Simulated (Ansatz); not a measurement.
# What a trial cell of MgRuO relaxes into

Computed with DFT PBE, scalar-relativistic, plane waves, PAW in Ansatz. Cutoff 420 eV, Gaussian smearing, Γ-centred meshes. Cell and atoms relax first on a coarse mesh and then on a finer one. In between, the cell is made exact in the group found at 0.06 Å. In metals the finer mesh still leaves noise of several meV/atom or more. The steps can't lower the symmetry of their start. Collinear spin, starting moments Ru 1.0 μB.

The cell of MgRuO is invented: random cell by space group and Wyckoff sites (P4/mmm, No. 123). Its size is a rough estimate.

```yaml
crystal:
  lattice:
    - [5.36131, 0.00000, 0.00000]
    - [0.00000, 5.36131, 0.00000]
    - [0.00000, 0.00000, 2.91995]
  atoms:
    - { symbol: Mg, position: [0.50000, 0.50000, 0.50000] }
    - { symbol: Ru, position: [0.00000, 0.00000, 0.00000] }
    - { symbol: O, position: [0.50000, 0.50000, 0.00000] }
```

Energies over the elements count from the elements' standard structures at the same level (O₂ as a molecule), with no fitted energy shifts.

**Question.** What does it relax into?

**Answer.** The symmetry stays P4/mmm (No. 123). The volume per atom shrinks by 54.3 %, from 28.0 to 12.8 Å³. The shortest distance goes from 1.46 Å (Mg–O) to 2.00 Å (Mg–O). The ratio c/a of the conventional cell changes by a factor of 2.38. The energy falls by about 2.5 eV/atom (the start's value is from the coarse mesh). Conventional cell: a = 3.094 Å, c = 4.006 Å. Around Mg lie 2 O at 2.00 Å, 8 Ru at 2.97 Å and 4 Mg at 3.09 Å; around Ru lie 4 O at 2.19 Å, 8 Mg at 2.97 Å and 4 Ru at 3.09 Å; O is surrounded by 2 Mg at 2.00 Å and 4 Ru at 2.19 Å.

```cif
data_structure
_symmetry_space_group_name_H-M 'P4/mmm'
_symmetry_Int_Tables_number 123
_cell_length_a 3.0941
_cell_length_b 3.0941
_cell_length_c 4.0062
_cell_angle_alpha 90.000
_cell_angle_beta 90.000
_cell_angle_gamma 90.000
_cell_volume 38.35
loop_
_atom_site_label
_atom_site_type_symbol
_atom_site_symmetry_multiplicity
_atom_site_Wyckoff_symbol
_atom_site_fract_x
_atom_site_fract_y
_atom_site_fract_z
_atom_site_occupancy
Mg1 Mg 1 d 0.50000 0.50000 0.50000 1
Ru1 Ru 1 a 0.00000 0.00000 0.00000 1
O1 O 1 c 0.50000 0.50000 0.00000 1
```

**Question.** Give its energy and gap.

**Answer.**

* Energy over the elements: −0.32 eV/atom
* Gap on the 16×16×12 mesh of the 3-atom cell: 0 eV (a metal)
* Net moment per atom: 0.00 μB
* Moment by site: all under 0.1 μB

Whether it is stable depends on the other phases of the system, which aren't compared here.

The last run used collinear spin and Gaussian smearing of 0.10 eV. A structure relaxed within its symmetry needn't be a true minimum. Site moments count only spheres around the atoms; the net moment includes the space between them.
